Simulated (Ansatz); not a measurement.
The relaxed structure here is a generated cell of FeS2: the first start was made by placing the elements on the sites of a structure type, and the end was not matched to a known phase here, so it may be hypothetical. Known forms of FeS2 include space group No. 205.

One stationary structure of FeS2. These are PBE (plane waves to 420 eV, PAW, scalar-relativistic; Ansatz, a first-principles code) values and carry that method's errors.

```cif
data_Fe3S6
_chemical_formula_sum 'Fe3 S6'
_space_group_name_H-M_alt 'P 1'
_space_group_IT_number 1
_cell_length_a 6.06810
_cell_length_b 6.06810
_cell_length_c 6.10783
_cell_angle_alpha 90.000
_cell_angle_beta 90.000
_cell_angle_gamma 120.000
loop_
_space_group_symop_operation_xyz
  'x, y, z'
loop_
_atom_site_label
_atom_site_type_symbol
_atom_site_fract_x
_atom_site_fract_y
_atom_site_fract_z
_atom_site_occupancy
Fe1 Fe 0.44340 0.00000 0.83333 1
Fe2 Fe 0.00000 0.44340 0.16667 1
Fe3 Fe 0.55660 0.55660 0.50000 1
S1 S 0.40298 0.31675 0.76534 1
S2 S 0.68325 0.08623 0.09867 1
S3 S 0.91377 0.59702 0.43201 1
S4 S 0.08623 0.68325 0.90133 1
S5 S 0.31675 0.40298 0.23466 1
S6 S 0.59702 0.91377 0.56799 1
```

**Question.** Find the space group and the Wyckoff positions (tolerance 0.01 Å).

**Answer.** Space group P3₁21 (No. 152); a = b = 6.0681 Å, c = 6.1078 Å, α = β = 90.00°, γ = 120.00°

```csv
atom,site,symmetry,x,y,z
Fe,3b,.2.,0.5566,0.5566,0.5000
S,6c,1,0.6832,0.0862,0.0987
```

This is the AFLOW prototype A2B_hP9_152_c_a (as in SiO2).

**Question.** Give the shortest distances between elements (the closest pairs, up to four, under 3.6 Å).

**Answer.** Fe–S 2.06 Å; S–S 3.01 Å.

```yaml
volume_per_atom: 21.64 Å³
density: 3.07 g/cm³
band_gap: no gap (metallic)
magnetic_moment: zero (the starting moments vanished)
```

No spin polarisation in the result: the starting moments vanished. A magnetic state may lie lower.

The run could not lose the symmetry of its start: the end is stationary, and may be a saddle point rather than a minimum.
